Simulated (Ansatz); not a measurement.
## Phonon spectrum of Na3LaO3

All numbers below come from DFT PBE, scalar-relativistic, plane waves, PAW (Ansatz). Cutoff 420 eV, 6×6×6 k-points (Γ-centred), fixed occupations. No spin polarisation. Phonons by linear response, acoustic sum rule imposed.

Equilibrium structure at this level:
```
Na La O
1.0
     4.89718    0.00000    0.00000
     0.00000    4.89718    0.00000
     0.00000    0.00000    4.89718
Na La O
3 1 3
Direct
  0.00000 0.50000 0.00000
  0.00000 0.00000 0.50000
  0.50000 0.00000 0.00000
  0.50000 0.50000 0.50000
  0.50000 0.00000 0.50000
  0.50000 0.50000 0.00000
  0.00000 0.50000 0.50000
```

It was reached by relaxing an invented guess, and it needn't be the stable form of this composition.

Force constants from linear response on a 2×2×2 q mesh.

Task: Is the structure dynamically stable on the q mesh?

Result: Yes, on this mesh: no mode is imaginary.

Task: Give the frequencies (cm⁻¹) at the zone-boundary points of high symmetry (interpolated where a point lies off the q mesh).

Result:
| point | q | frequencies |
| --- | --- | --- |
| X | 0.000 0.500 0.000 | 69 69 125 125 131 145 185 185 188 201 201 208 209 218 218 242 242 324 324 326 510 |
| M | 0.500 0.500 0.000 | 100 111 119 119 142 155 166 179 183 183 196 196 219 236 236 283 283 315 331 346 542 |
| R | 0.500 0.500 0.500 | 113 113 113 115 115 129 129 129 168 168 168 232 257 257 257 317 317 317 343 343 566 |
